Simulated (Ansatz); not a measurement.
NMR crystallography of AlN with Ge replacing Al: given against relaxed positions

Start: a supercell of AlN (wurtzite type, P6_3mc) built from a COD entry (the entry's cell lengths or inner coordinates differ somewhat from later room-temperature determinations), with all atoms left at the host's positions.

```cif
data_structure
_symmetry_space_group_name_H-M 'P 1'
_symmetry_Int_Tables_number 1
_cell_length_a 9.3390
_cell_length_b 6.2260
_cell_length_c 9.9620
_cell_angle_alpha 90.000
_cell_angle_beta 90.000
_cell_angle_gamma 120.000
_cell_volume 501.63
loop_
_atom_site_label
_atom_site_type_symbol
_atom_site_fract_x
_atom_site_fract_y
_atom_site_fract_z
_atom_site_occupancy
Ge1 Ge 0.11111 0.33333 0.00000 1
Al2 Al 0.11111 0.33333 0.50000 1
Al3 Al 0.11111 0.83333 0.00000 1
Al4 Al 0.11111 0.83333 0.50000 1
Al5 Al 0.44444 0.33333 0.00000 1
Al6 Al 0.44444 0.33333 0.50000 1
Al7 Al 0.44444 0.83333 0.00000 1
Al8 Al 0.44444 0.83333 0.50000 1
Al9 Al 0.77778 0.33333 0.00000 1
Al10 Al 0.77778 0.33333 0.50000 1
Al11 Al 0.77778 0.83333 0.00000 1
Al12 Al 0.77778 0.83333 0.50000 1
Al13 Al 0.22222 0.16667 0.25000 1
Al14 Al 0.22222 0.16667 0.75000 1
Al15 Al 0.22222 0.66667 0.25000 1
Al16 Al 0.22222 0.66667 0.75000 1
Al17 Al 0.55556 0.16667 0.25000 1
Al18 Al 0.55556 0.16667 0.75000 1
Al19 Al 0.55556 0.66667 0.25000 1
Al20 Al 0.55556 0.66667 0.75000 1
Al21 Al 0.88889 0.16667 0.25000 1
Al22 Al 0.88889 0.16667 0.75000 1
Al23 Al 0.88889 0.66667 0.25000 1
Al24 Al 0.88889 0.66667 0.75000 1
N25 N 0.11111 0.33333 0.19000 1
N26 N 0.11111 0.33333 0.69000 1
N27 N 0.11111 0.83333 0.19000 1
N28 N 0.11111 0.83333 0.69000 1
N29 N 0.44444 0.33333 0.19000 1
N30 N 0.44444 0.33333 0.69000 1
N31 N 0.44444 0.83333 0.19000 1
N32 N 0.44444 0.83333 0.69000 1
N33 N 0.77778 0.33333 0.19000 1
N34 N 0.77778 0.33333 0.69000 1
N35 N 0.77778 0.83333 0.19000 1
N36 N 0.77778 0.83333 0.69000 1
N37 N 0.22222 0.16667 0.44000 1
N38 N 0.22222 0.16667 0.94000 1
N39 N 0.22222 0.66667 0.44000 1
N40 N 0.22222 0.66667 0.94000 1
N41 N 0.55556 0.16667 0.44000 1
N42 N 0.55556 0.16667 0.94000 1
N43 N 0.55556 0.66667 0.44000 1
N44 N 0.55556 0.66667 0.94000 1
N45 N 0.88889 0.16667 0.44000 1
N46 N 0.88889 0.16667 0.94000 1
N47 N 0.88889 0.66667 0.44000 1
N48 N 0.88889 0.66667 0.94000 1
```

Sites (sets of like atoms) are named by element and the number of their first atom in this list.

The numbers come from a DFT calculation in Ansatz (PBE, plane waves and PAW, scalar-relativistic, 420 eV cutoff, Γ-centred 3×4×2 k-points, Fermi–Dirac smearing 0.01 eV, cell charge +1).

The largest force at the start is 1.2 eV/Å. Relaxing the ions at fixed cell moves them by 0.045 Å at most (atom 14, Al) and 0.017 Å rms.

```tsv
site	atom	moved (Å)	first shell before	first shell after	V_zz before (10²¹ V/m²)	η before
Ge	1	0.002	4 N at 1.89 Å	4 N at 1.88–1.89 Å	-0.37	0.39
Al3	3	0.028	4 N at 1.89 Å	4 N at 1.87–1.91 Å	-0.52	0.06
Al5	5	0.026	4 N at 1.89 Å	4 N at 1.88–1.92 Å	0.48	0.20
Al14	14	0.045	4 N at 1.89 Å	4 N at 1.88–1.94 Å	0.91	0.14
Al16	16	0.044	4 N at 1.89 Å	4 N at 1.88–1.94 Å	0.91	0.14
Al22	22	0.042	4 N at 1.89 Å	4 N at 1.88–1.94 Å	0.88	0.18
N25	25	0.003	1 Ge at 1.89 Å, 3 Al at 1.89 Å	1 Ge at 1.89 Å, 3 Al at 1.92–1.93 Å	4.09	0.03
N27	27	0.003	4 Al at 1.89 Å	4 Al at 1.89–1.90 Å	-0.36	0.86
N28	28	0.012	4 Al at 1.89 Å	4 Al at 1.88–1.91 Å	0.30	0.64
N44	44	0.005	4 Al at 1.89 Å	4 Al at 1.88–1.91 Å	0.54	0.79
N46	46	0.014	3 Al at 1.89 Å, 1 Ge at 1.89 Å	1 Ge at 1.88 Å, 3 Al at 1.92–1.94 Å	4.31	0.08
```

(1) What are V_zz and η after the relaxation?

## Answers

(1) 

```json
{"site": "Ge", "atom": "1", "V_zz after": "0.67", "η after": "0.84", "change of V_zz": "–"}
{"site": "Al3", "atom": "3", "V_zz after": "-0.92", "η after": "0.25", "change of V_zz": "-0.40"}
{"site": "Al5", "atom": "5", "V_zz after": "0.90", "η after": "0.47", "change of V_zz": "+0.42"}
{"site": "Al14", "atom": "14", "V_zz after": "1.75", "η after": "0.10", "change of V_zz": "+0.84"}
{"site": "Al16", "atom": "16", "V_zz after": "1.74", "η after": "0.11", "change of V_zz": "+0.83"}
{"site": "Al22", "atom": "22", "V_zz after": "1.69", "η after": "0.13", "change of V_zz": "+0.81"}
{"site": "N25", "atom": "25", "V_zz after": "3.78", "η after": "0.01", "change of V_zz": "-0.31"}
{"site": "N27", "atom": "27", "V_zz after": "-0.079", "η after": "0.11", "change of V_zz": "–"}
{"site": "N28", "atom": "28", "V_zz after": "0.11", "η after": "0.27", "change of V_zz": "-0.19"}
{"site": "N44", "atom": "44", "V_zz after": "0.23", "η after": "0.87", "change of V_zz": "-0.31"}
{"site": "N46", "atom": "46", "V_zz after": "3.96", "η after": "0.06", "change of V_zz": "-0.35"}
```

The largest change of V_zz along a kept axis is on Al14, from 0.91 to 1.75. In per cent, |V_zz| changes by +76 to +92 on Al, -58 to -7 on N (all sites that start above 0.5). Where |V_zz| stays above 0.1 and the axes keep their order, η moves most on N28, from 0.64 to 0.27. On Ge, N27, N29, N31, N33, Al17 (not all in the table) the largest principal value lies along another axis in the second run, so the two V_zz can't be compared directly. The table leaves out 37 of the 48 sites, with |V_zz| up to 4.34; their tensors move by 0.49 at most along any direction. The statements above cover all sites.

The defect repeats with the cell of 48 atoms, so it feels its images: sites between two images don't show the values beside a lone defect, and zeros or small values of η there can come from the images' arrangement. Al and N carry a gradient in the pure host already, so the values there aren't the defect's effect alone. A uniform background compensates the cell's charge. The cell keeps the host's lattice, where the PBE pressure is 6 GPa (in a charged cell this depends on the convention for the mean potential).
Before: The neighbours have not yet relaxed around the defect (largest force 1.2 eV/Å), so a real crystal will differ.
